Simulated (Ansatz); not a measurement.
AlRu₂C:
```cif
data_C2Al2Ru4
_chemical_formula_sum 'Al2 Ru4 C2'
_space_group_name_H-M_alt 'P63/mmc'
_space_group_IT_number 194
_space_group_name_Hall '-P 6c 2c'
_cell_length_a 2.90442
_cell_length_b 2.90442
_cell_length_c 13.35856
_cell_angle_alpha 90.000
_cell_angle_beta 90.000
_cell_angle_gamma 120.000
loop_
_atom_site_label
_atom_site_type_symbol
_atom_site_symmetry_multiplicity
_atom_site_Wyckoff_symbol
_atom_site_fract_x
_atom_site_fract_y
_atom_site_fract_z
_atom_site_occupancy
Al1 Al 2 d 0.66667 0.33333 0.25000 1
Ru1 Ru 4 f 0.33333 0.66667 0.09504 1
C1 C 2 a 0.00000 0.00000 0.00000 1
```

Relaxed at zero pressure with plane-wave PAW PBE (Ansatz code).

The volume is raised by 6 % and shape and atoms relax at that volume. What pressure results, and how do the axes share the change?

-6.4 GPa; a 4.3 %, b 4.3 %, c -2.5 %; the energy rises by 20 meV/atom.

Give the new structure.


Space group P6₃/mmc (No. 194); a = 3.028 Å, b = 3.028 Å, c = 13.027 Å, α = 90.00°, β = 90.00°, γ = 120.00°

```json
[
 {"atom": "Al", "site": "2d", "symmetry": "-6m2", "x": "0.6667", "y": "0.3333", "z": "0.2500"},
 {"atom": "Ru", "site": "4f", "symmetry": "3m.", "x": "0.3333", "y": "0.6667", "z": "0.0887"},
 {"atom": "C", "site": "2a", "symmetry": "-3m.", "x": "0.0000", "y": "0.0000", "z": "0.0000"}
]
```

The phase is kept; no other phase was compared at this pressure.

Space group P6_3/mmc. The start of the workflow was typed in or built on a structure type; neither database checked (COD, Materials Project) lists it. Its standing as an ambient phase is unchecked. Symmetry was held in the PBE relaxation; its stability against distortions is not shown here. The run is not spin-polarised.

Potentials: the earlier of the program's two PAW sets.
